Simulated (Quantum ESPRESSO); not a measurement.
# Band energies of NbRu

```
CELL_PARAMETERS angstrom
      3.05347     0.00000     0.00000
      0.00000     3.05347     0.00000
      0.00000     0.00000     3.42502
ATOMIC_POSITIONS crystal
  Nb 0.00000 0.00000 0.00000
  Ru 0.50000 0.50000 0.50000
```

LDA (Quantum ESPRESSO, PseudoDojo norm-conserving, 88 Ry, without SOC); path ΓXMΓZRAZ,XR,MA; energies in eV from the Fermi level.

```
k (1/Å)  point  band 10  band 11  band 12  band 13  band 14  band 15  band 16  band 17
-------  -----  -------  -------  -------  -------  -------  -------  -------  -------
0.00         Γ    -5.54    -5.31    -2.21    -2.21    -1.29     0.27     1.60     3.59
0.80              -3.92    -3.56    -2.40    -1.71    -1.34    -1.23    -0.43     0.55
1.03         X    -3.62    -3.31    -2.35    -1.96    -1.73    -1.03    -0.83     0.25
1.60              -4.73    -3.68    -3.62    -1.91    -0.66     0.81     1.14     2.60
2.06         M    -5.35    -4.35    -4.35     0.44     1.17     1.96     1.96     2.65
2.47              -4.83    -4.01    -3.52    -1.56    -0.59     1.02     1.75     1.85
3.20              -5.21    -4.93    -2.49    -1.87    -1.46     0.41     1.35     1.99
3.51         Γ    -5.54    -5.31    -2.21    -2.21    -1.29     0.27     1.60     3.59
4.02              -4.68    -4.65    -1.93    -1.93    -1.06    -0.94     1.21     1.77
4.43         Z    -4.23    -3.68    -2.44    -1.55    -1.55    -0.61     0.16     0.57
4.74              -4.27    -3.39    -2.40    -1.98    -1.62    -0.80    -0.49     1.54
5.46         R    -5.23    -3.21    -3.20    -0.81     0.65     0.77     1.07     1.22
5.56              -5.17    -3.22    -3.21    -0.80     0.65     0.81     0.90     1.00
6.28              -3.35    -3.22    -2.84    -2.50    -2.15    -0.30     0.55     2.85
6.49         A    -3.09    -3.01    -3.01    -2.42    -2.42    -0.25     0.48     3.01
7.07              -3.73    -3.08    -3.07    -2.58    -1.96    -0.44     0.84     1.90
7.75              -4.17    -3.66    -2.62    -1.66    -1.21    -1.20    -0.05     0.62
7.94         Z    -4.23    -3.68    -2.44    -1.55    -1.55    -0.61     0.16     0.57
7.94         X    -3.62    -3.31    -2.35    -1.96    -1.73    -1.03    -0.83     0.25
8.45              -4.75    -2.72    -2.64    -2.20    -1.01    -0.07     0.10     2.02
8.86         R    -5.23    -3.21    -3.20    -0.81     0.65     0.77     1.07     1.22
8.86         M    -5.35    -4.35    -4.35     0.44     1.17     1.96     1.96     2.65
9.04              -5.19    -4.30    -4.30     0.45     1.11     1.26     1.26     2.68
9.78         A    -3.09    -3.01    -3.01    -2.42    -2.42    -0.25     0.48     3.01
```

A metal at this level: along this path bands 13, 14, 15, 16 cross the Fermi level.

Spin-orbit splittings are left out.

Geometry of the Materials Project entry, not relaxed at this level.
